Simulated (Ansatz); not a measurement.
Space group Fm-3m (No. 225). a = 5.602 Å, b = 5.602 Å, c = 5.602 Å, α = 90.00°, β = 90.00°, γ = 90.00°
| atom | site | symmetry | x | y | z |
| --- | --- | --- | --- | --- | --- |
| Na | 4a | m-3m | 0.0000 | 0.0000 | 0.0000 |
| Cl | 4b | m-3m | 0.5000 | 0.0000 | 0.0000 |

Equation of state of this NaCl structure (not necessarily the ground state), with shape and atoms relaxed at each volume where symmetry leaves them free. The calculation used DFT PBEsol, scalar-relativistic, plane waves, PAW (Ansatz 0.2.0).

Settings: cutoff 420 eV, Γ-centred mesh 8×8×8 on the computed 2-atom cell, Gaussian smearing of 0.02 eV; no spin polarisation.

```
V (Å³/atom) E − E(largest V) (meV/atom) P (GPa) gap on mesh (eV)
     19.337                        17.81     4.47              5.54
     19.997                         2.44     3.05              5.39
     20.656                        -7.57     1.85              5.25
     21.315                       -13.07     0.85              5.13
     21.974                       -14.77     0.00              5.01
     22.634                       -13.27    -0.71              4.90
     23.293                        -9.07    -1.31              4.80
     24.172                         0.00    -1.97              4.68
```

Q: Fit a third-order Birch–Murnaghan equation to E(V).

A: V0 = 21.98 Å³/atom, B0 = 26 GPa, B0' = 4.7.